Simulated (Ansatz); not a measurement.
This ZnCrC₄N₄ structure is the end of a relaxation. The cell was found from a structure generator's guess, not taken from experiment.

Computed with DFT PBE, scalar-relativistic, plane waves, PAW (Ansatz). Cutoff 420 eV, Γ-centred mesh, Gaussian smearing, collinear spin.

```
CELL_PARAMETERS angstrom
5.99137 0.00000 0.00000
0.00000 5.99137 0.00000
0.00000 0.00000 5.99137
ATOMIC_POSITIONS crystal
Zn 0.50000 0.50000 0.50000
Cr 0.00000 0.00000 0.00000
C 0.19809 0.19809 0.19809
C 0.19809 0.80191 0.80191
C 0.80191 0.19809 0.80191
C 0.80191 0.80191 0.19809
N 0.31068 0.31068 0.31068
N 0.31068 0.68932 0.68932
N 0.68932 0.31068 0.68932
N 0.68932 0.68932 0.31068
```

The zero of energy is the elements' standard structures at the same level (N₂ as a molecule); no fitted shifts are applied.

(1) Find its symmetry and describe it.

(2) What is its formation energy per atom?

(3) Is it a metal?

(4) Which magnetic moments does it keep?

(5) From what recipe could a structure generator have reached it?

## Answers

(1) P-43m (No. 215). Conventional cell: a = 5.991 Å. Zn has 4 N at 1.96 Å; Cr has 4 C at 2.06 Å; C has 1 N at 1.17 Å and 1 Cr at 2.06 Å; N has 1 C at 1.17 Å and 1 Zn at 1.96 Å.

(2) +0.37 eV/atom. A positive value: parting into the elements would lower its energy.

(3) Yes, bands cross the Fermi level on the 6×6×6 mesh.

(4) 0.40 μB per atom net, the space between the atoms included; by site: Cr 2.7 μB.

(5) One such recipe: two interpenetrating cyanide-bridged diamond nets (P-43m, No. 215). Other recipes can lead to the same cell.

The last run used collinear spin, a 6×6×6 mesh for its 10-atom cell and Gaussian smearing of 0.10 eV. The reference form of C is held partly by dispersion forces, which this level lacks. The magnetic state reached may not be the lowest. A structure relaxed within its symmetry needn't be a true minimum.
